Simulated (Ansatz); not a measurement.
## BaGa$_{2}$H$_{2}$ (P-3m1), clamped-ion strain scan

Method: DFT r2SCAN, scalar-relativistic, plane waves, PAW (Ansatz). Cutoff 500 eV, Γ-centred 12×12×10 k-points, Gaussian smearing of 0.15 eV. No spin polarisation. Energies are free energies at this smearing, counted from the undisturbed cell; pressure is positive in compression.

Zero of the scan (as given, not relaxed at this level; it stands at -0.1 GPa, and it needn't be the usual structure):

```xyz
5
Lattice="4.5286 0.0000 0.0000 -2.2643 3.9219 0.0000 0.0000 0.0000 4.8991" Properties=species:S:1:pos:R:3 pbc="T T T"
Ba    0.0000    0.0000    0.0000
Ga    0.0000    2.6146    2.2928
Ga    2.2643    1.3073    2.6063
H     0.0000    2.6146    0.6036
H     2.2643    1.3073    4.2955
```

The cell is strained by ε times the Voigt pattern (0, 0, 1, 0, 0, 0) (xx, yy, zz, yz, xz, xy; engineering shear) with fractional coordinates fixed. The cell is metallic on the mesh throughout.

ε, ΔE (meV/atom) and a bar:
```
  -0.0600       28.0 ##############################
  -0.0300        6.2 #######
   0.0000        0.0
   0.0150        1.7 ##
   0.0450       12.9 ##############
   0.0600       21.8 #######################
```